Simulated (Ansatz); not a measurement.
KTe (space group P6_3/mmc)

```xyz
8
Lattice="5.6041 0.0000 0.0000 -2.8020 4.8533 0.0000 0.0000 0.0000 12.3829" Properties=species:S:1:pos:R:3 pbc="T T T"
K      0.0000     0.0000     0.0000
K      0.0000     0.0000     6.1915
K      0.0000     3.2355     3.0957
K      2.8020     1.6178     9.2872
Te     0.0000     3.2355     7.8804
Te     2.8020     1.6178     4.5025
Te     2.8020     1.6178     1.6890
Te     0.0000     3.2355    10.6940
```

The slice is a (1 -1 0 0) plane (indices of the conventional cell) through the point (0.667, 0.333, 0.364) (fractional), spanned by u = [110] and v = [001] in vectors of this cell: u (5.60 Å) and v (12.38 Å, at 90° to u). It covers one period; positions are fractions (u, v).

These are r2SCAN (plane waves to 500 eV, PAW, scalar-relativistic; Ansatz, a first-principles code) values and carry that method's errors. k mesh 7×7×3. Inside the PAW spheres the values are not all-electron values, and peaks at nuclei hang on which shells count as valence. KTe was relaxed with its symmetry unable to fall. Spin-orbit coupling is left out, though Te is heavy.

Problem. Sketch the electrostatic potential energy of an electron, from the cell's mean on this plane as a map.

Solution. 
| v \ u | 0.00 | 0.18 | 0.36 | 0.55 | 0.73 | 0.91 |
|---|---|---|---|---|---|---|
| 0.88 | -4.8 | 1.9 | 2.6 | 1.8 | 3.2 | -2.1 |
| 0.75 | x | <-5.0 | 3.6 | 3.1 | 2.7 | x |
| 0.62 | 2.7 | 3.5 | 2.7 | 2.0 | 3.4 | 3.1 |
| 0.50 | 0.2 | 2.4 | 3.6 | 3.1 | 3.4 | 1.0 |
| 0.38 | x | <-5.0 | 3.3 | 3.9 | 1.4 | x |
| 0.25 | 1.9 | 3.1 | 3.6 | 3.1 | 3.7 | 2.3 |
| 0.12 | 1.1 | 3.2 | 2.7 | 1.9 | 3.4 | 1.9 |
| 0.00 | x | <-5.0 | 3.6 | 3.1 | 2.5 | x |

Values: electrostatic potential energy of an electron, from the cell's mean, in eV. Points within 1 Å of a nucleus are blanked (x), as the pseudised field means little there. Values under -5 eV are set to -5. The zero, the cell's mean, hangs on the PAW cores.
